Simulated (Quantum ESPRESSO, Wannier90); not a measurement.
## SnSe2 (CdI2 type), plane waves to Wannier functions

```xyz
3
Lattice="3.8419 0.0000 0.0000 -1.9210 3.3272 0.0000 0.0000 0.0000 6.4859" Properties=species:S:1:pos:R:3 pbc="T T T"
Sn     0.0000     0.0000     0.0000
Se    -1.9210     1.1091    -1.5754
Se     1.9210    -1.1091     1.5754
```

Cell from Materials Project (mp-665), symmetrised, no further relaxation. COD (Crystallography Open Database) has the formula in 2 space groups, this one among them (matched by group alone). Level: PBEsol, no spin polarisation, no spin-orbit coupling; pw.x of Quantum ESPRESSO at 69 Ry with PseudoDojo potentials, 6×6×4 k-points, Wannier90. Density: 12×12×6 mesh, Gaussian smearing 0.01 Ry. The cell is built of weakly bound layers, chains or molecules, whose nearest atoms lie 4.01 Å apart. Database cells relaxed without dispersion often hold them too far apart, which can enlarge gaps and weakens couplings between them; spacing and stacking were not compared with the measured crystal. Spin-orbit coupling is left out although heavy elements are present.

Functional, cutoff and mesh named above are those of the base row (1); the first column says what each row takes instead. Model: 12 functions from bands 16-36, start hydrogen-like Sn: s;p; Se: s;p, disentangled but not localised (num_iter = 0), frozen window tied to the conduction edge or Fermi level of each row, as listed, which moves Ω_I and hoppings a little by itself. Energies are relative to the valence-band maximum; the misfit is to pw.x on a path, for states up to 1.6 eV relative to the valence-band maximum. The lattice is scaled uniformly, fractional positions fixed. The disentangled Ω_I can sit in another minimum from row to row.

```json
[
 {"scale": "0.95", "frozen to (eV)": "2.31", "Ω_I (Å²)": "15.23", "rms misfit (meV)": "5.8", "gap (eV)": "0.81", "bottom of band 16 (eV)": "-14.85", "on-site Sn1 pz minus Sn1 s (eV)": "6.96", "hopping modulus Sn1 pz – Se3 py, R = 0 1 0 (eV)": "1.761", "hopping modulus Sn1 s – Se3 py, R = 0 1 0 (eV)": "1.631", "hopping modulus Se2 s – Sn1 s, R = 0 0 0 (eV)": "1.133"},
 {"scale": "0.975", "frozen to (eV)": "2.23", "Ω_I (Å²)": "15.13", "rms misfit (meV)": "5.0", "gap (eV)": "0.73", "bottom of band 16 (eV)": "-14.20", "on-site Sn1 pz minus Sn1 s (eV)": "7.07", "hopping modulus Sn1 pz – Se3 py, R = 0 1 0 (eV)": "1.643", "hopping modulus Sn1 s – Se3 py, R = 0 1 0 (eV)": "1.507", "hopping modulus Se2 s – Sn1 s, R = 0 0 0 (eV)": "1.005"},
 {"scale": "1", "frozen to (eV)": "2.15", "Ω_I (Å²)": "15.10", "rms misfit (meV)": "3.3", "gap (eV)": "0.65", "bottom of band 16 (eV)": "-13.64", "on-site Sn1 pz minus Sn1 s (eV)": "7.15", "hopping modulus Sn1 pz – Se3 py, R = 0 1 0 (eV)": "1.529", "hopping modulus Sn1 s – Se3 py, R = 0 1 0 (eV)": "1.389", "hopping modulus Se2 s – Sn1 s, R = 0 0 0 (eV)": "0.890"},
 {"scale": "1.025", "frozen to (eV)": "2.05", "Ω_I (Å²)": "15.05", "rms misfit (meV)": "2.7", "gap (eV)": "0.55", "bottom of band 16 (eV)": "-13.15", "on-site Sn1 pz minus Sn1 s (eV)": "7.22", "hopping modulus Sn1 pz – Se3 py, R = 0 1 0 (eV)": "1.421", "hopping modulus Sn1 s – Se3 py, R = 0 1 0 (eV)": "1.279", "hopping modulus Se2 s – Sn1 s, R = 0 0 0 (eV)": "0.788"},
 {"scale": "1.05", "frozen to (eV)": "1.95", "Ω_I (Å²)": "15.01", "rms misfit (meV)": "2.5", "gap (eV)": "0.46", "bottom of band 16 (eV)": "-12.74", "on-site Sn1 pz minus Sn1 s (eV)": "7.26", "hopping modulus Sn1 pz – Se3 py, R = 0 1 0 (eV)": "1.319", "hopping modulus Sn1 s – Se3 py, R = 0 1 0 (eV)": "1.176", "hopping modulus Se2 s – Sn1 s, R = 0 0 0 (eV)": "0.696"}
]
```
